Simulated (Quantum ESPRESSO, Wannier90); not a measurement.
## Wannierisation of PbSe (Cmcm)

```
PbSe
1.0
    4.30975     0.00000     0.00000
    0.00000     0.00000    -4.45049
   -2.15488     6.13394     0.00000
Pb Se
2 2
Direct
  0.36824   0.25000   0.73648
  0.63176   0.75000   0.26352
  0.13871   0.25000   0.27742
  0.86129   0.75000   0.72258
```

Structure: Materials Project mp-1063670, symmetrised, not relaxed again. Not found in the COD (Crystallography Open Database) copy used, which has the formula in other groups; not checked further. Level: PBEsol, no spin polarisation, no spin-orbit coupling; pw.x of Quantum ESPRESSO at 69 Ry with PseudoDojo potentials, 4×4×4 k-points, Wannier90. Density: 8×8×8 mesh, cold smearing 0.01 Ry. Spin-orbit coupling is left out although heavy elements are present.

Functional, cutoff and mesh named above are those of the base row (4×4×4); the first column says what each row takes instead. Model: 10 functions from bands 21-30, start atomic waves Pb 6s, Se 4p, Se 4s (the valence bands). Energies are relative to the valence-band maximum; the misfit is to pw.x on a path, for all bands of the set. Only the mesh of Bloch states changes. Ω_total can sit in another minimum from row to row; Ω_I of an isolated set cannot.

```csv
mesh,Ω_I (Å²),Ω_total (Å²),rms misfit (meV),k-points (cost),rough cost of nscf and overlaps (first row = 1)
2×2×2,15.29,19.28,139,8,1.0
3×3×3,18.94,23.46,99,27,2.7
4×4×4,21.59,26.15,41,64,5
5×5×5,23.05,27.27,29,125,11
```
